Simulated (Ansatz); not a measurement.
## MoSi2 (MoSi2 type, space group I4/mmm): energy against volume

MoSi₂ (MoSi2 type, space group I4/mmm)

Space group I4/mmm (No. 139); a = 3.217 Å, b = 3.217 Å, c = 7.873 Å, α = 90.00°, β = 90.00°, γ = 90.00°

```tsv
atom	site	symmetry	x	y	z
Mo	2a	4/mmm	0.0000	0.0000	0.0000
Si	4e	4mm	0.0000	0.0000	0.3351
```
(The calculation used a cell of 3 atoms; values per cell refer to that cell.)

This relaxed cell (volume V₀) is scaled evenly in all directions, its shape held. The atoms relax within the cell's symmetry.

Computed with PBE (plane waves to 420 eV, PAW, scalar-relativistic; Ansatz, a program for electronic structure). k mesh 20×20×20 (Γ-centred), Fermi-Dirac smearing 0.05 eV. E stands for the smeared free energy. Compression counts positive. With the shape held, the modulus is that of even scaling; a crystal free to change shape is softer. MoSi2 is run without spin polarisation. MoSi2 was relaxed with its symmetry unable to fall. The zero of ΔE is the relaxed starting cell.

```json
[
 {"V (Å³/cell)": "38.29", "ΔE (meV/atom)": "35", "P (GPa)": "14.6"},
 {"V (Å³/cell)": "38.70", "ΔE (meV/atom)": "24", "P (GPa)": "11.8"},
 {"V (Å³/cell)": "39.11", "ΔE (meV/atom)": "15", "P (GPa)": "9.2"},
 {"V (Å³/cell)": "39.52", "ΔE (meV/atom)": "8", "P (GPa)": "6.7"},
 {"V (Å³/cell)": "39.92", "ΔE (meV/atom)": "4", "P (GPa)": "4.3"},
 {"V (Å³/cell)": "40.33", "ΔE (meV/atom)": "1", "P (GPa)": "2.1"},
 {"V (Å³/cell)": "40.74", "ΔE (meV/atom)": "0", "P (GPa)": "0.0"},
 {"V (Å³/cell)": "41.14", "ΔE (meV/atom)": "1", "P (GPa)": "-2.0"},
 {"V (Å³/cell)": "41.55", "ΔE (meV/atom)": "3", "P (GPa)": "-3.9"},
 {"V (Å³/cell)": "41.96", "ΔE (meV/atom)": "7", "P (GPa)": "-5.7"},
 {"V (Å³/cell)": "42.37", "ΔE (meV/atom)": "13", "P (GPa)": "-7.4"},
 {"V (Å³/cell)": "42.77", "ΔE (meV/atom)": "20", "P (GPa)": "-9.0"},
 {"V (Å³/cell)": "43.18", "ΔE (meV/atom)": "28", "P (GPa)": "-10.5"}
]
```

Summary:

```yaml
pressure_at_the_smallest_volume: 14.6 GPa
energy_cost_of_the_largest_compression: 35 meV/atom
energy_cost_of_the_largest_expansion: 28 meV/atom
Bulk modulus at fixed cell shape B₀ (third-order Birch-Murnaghan fit): 205 GPa
Pressure derivative B₀′ (fit): 4.5
equilibrium_volume_of_the_fit: 13.58 Å³/atom
Pressure for 5 % compression (fit): 11.8 GPa
```

The 13 points together took very roughly 9 core-minutes.

(Under strain, the slope of the energy per volume gives the stress and its curvature an elastic modulus.)
